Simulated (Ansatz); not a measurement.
YTaN₃ in space group R3c (No. 161; Y on 6a, Ta on 6a, N on 18b) under volume change, DFT-r²SCAN in the program Ansatz with PAW potentials, shape and atoms relaxed at each volume.

| V (Å³/atom) | E − E(relaxed) (meV/atom) | P (GPa) |
|---|---|---|
| 11.642 | (withheld) | (withheld) |
| 12.025 | 26.5 | 11.16 |
| 12.409 | 6.5 | 5.53 |
| 12.793 | 0.0 | 0.00 |
| 13.177 | 6.0 | -4.91 |
| 13.561 | 22.9 | -9.07 |
| 13.944 | (withheld) | (withheld) |

Task: Complete the blanks.

Result: 
- 13.944, E − E(relaxed) (meV/atom): 48.9
- 13.944, P (GPa): -12.50
- 11.642, E − E(relaxed) (meV/atom): 62.5
- 11.642, P (GPa): 19.57

Task: What does a third-order Birch–Murnaghan fit give for V₀, B₀ and B′?

Result: V₀ = 12.78 Å³/atom, B₀ = 171 GPa, B′ = 4.2.

The start of the workflow was typed in or built on a structure type; neither database checked (COD, Materials Project) lists it. Whether it is the stable phase at ambient conditions was not checked. The cell was relaxed with r²SCAN under the symmetry of its start; whether a distortion lowers the energy is not shown. The run is not spin-polarised. Scalar-relativistic: spin–orbit coupling is off unless named, which matters more the heavier the elements.

Potentials: the earlier of the program's two PAW sets.
